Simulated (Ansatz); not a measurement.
**RuS: input and output**

input.yaml (Ansatz 0.2.0)

```yaml
crystal:
  lattice:
    - [6.93684, 0.0, 0.0]
    - [0.0, 4.088667, 0.0]
    - [0.0, 0.0, 5.368856]
  atoms:
    - { symbol: S, position: [0.181, 0.25, 0.128] }
    - { symbol: S, position: [0.319, 0.75, 0.628] }
    - { symbol: S, position: [0.681, 0.25, 0.372] }
    - { symbol: S, position: [0.819, 0.75, 0.872] }
    - { symbol: Ru, position: [0.037, 0.25, 0.615] }
    - { symbol: Ru, position: [0.463, 0.75, 0.115] }
    - { symbol: Ru, position: [0.537, 0.25, 0.885] }
    - { symbol: Ru, position: [0.963, 0.75, 0.385] }
  symmetry: { tolerance: 0.0003 }
kpoints:
  mp_grid: { grid: [5, 8, 6], shift: [0, 0, 0] }
  band_path:
    path:
      - [0.0, 0.0, 0.0]
      - [0.5, 0.0, 0.0]
      - [0.5, 0.5, 0.0]
      - [0.0, 0.5, 0.0]
      - [0.0, 0.0, 0.0]
      - [0.0, 0.0, 0.5]
      - [0.5, 0.0, 0.5]
      - [0.5, 0.5, 0.5]
      - [0.0, 0.5, 0.5]
      - [0.0, 0.0, 0.5]
      - [0.5, 0.0, 0.0]
    npoints: 6
magnetization:
  spin_polarized: false
scf:
  occupations: { method: gaussian, width: 0.2495 }
  lower_state_search: "off"
  max_iter: 200
hamiltonian:
  pseudopotentials: { kind: paw }
  xc: r2scan
basis:
  ecutwfc: 500
  fft_grid_basis: typed
output:
  forces: true
  stress: true
  eigenvalues: true
  bader: true
  populations: true
  elf: true
  write_potential: true
  volumetric_format: npy
  dos:
    e_range: [-12, 8]
    de: 0.05
    projected: { site_lists: { Ru: [Ru], S: [S] } }
checkpoint:
  read: saved_state
```

The saved state is an earlier solution for the same cell, perhaps on another mesh. 

Parts of the output:

```
SCF iter   1: F=-27180.1329 eV  Δρ=2.76e-3  dr2=1.38e-3  dr2_τ=3.73e-3
SCF iter   2: F=-27180.1346 eV  Δρ=1.44e-3  dr2=3.30e-4  dr2_τ=6.13e-4
SCF iter   3: F=-27180.1347 eV  Δρ=3.85e-4  dr2=7.23e-5  dr2_τ=4.67e-5
SCF iter   4: F=-27180.1347 eV  Δρ=7.77e-5  dr2=8.99e-6  dr2_τ=6.91e-7
SCF iter   5: F=-27180.1347 eV  Δρ=2.59e-5  dr2=1.11e-6  dr2_τ=9.14e-8
SCF iter   6: F=-27180.1347 eV  Δρ=6.56e-6  dr2=8.39e-8  dr2_τ=5.65e-9
Free energy (F): -27180.1347 eV
Harris-Foulkes:  -27180.1347 eV  (|F-HF|=2.11e-9)
Internal energy: -27179.7698 eV  (E = F + TS)
E sigma→0 (E₀):  -27179.9523 eV
Entropy (-TS):   -0.3649 eV (-45.619 meV/atom)
Fermi energy:    11.0814 eV
--- Stress (GPa, compression-positive) ---
      -17.9380       0.0000       0.0000
        0.0000     -21.6625       0.0000
        0.0000       0.0000     -19.3750
  P = ⅓ Tr σ = -19.6585 GPa (-196.585 kbar)
--- Bader charges: 8 sites ---
  site symbol  charge [e]  shift [e]
     0      S     -0.5525     0.0000
     1      S     -0.5525     0.0000
     2      S     -0.5525     0.0000
     3      S     -0.5525     0.0000
     4     Ru      0.5525     0.0000
     5     Ru      0.5525     0.0000
     6     Ru      0.5525     0.0000
     7     Ru      0.5525     0.0000
```

Origin: a known structure type with other elements, at an estimated volume, so it need not be a known compound. Caveats: many states at the Fermi level without spin polarisation, so a magnetic state may lie lower; wide smearing; atoms or cell far from equilibrium.
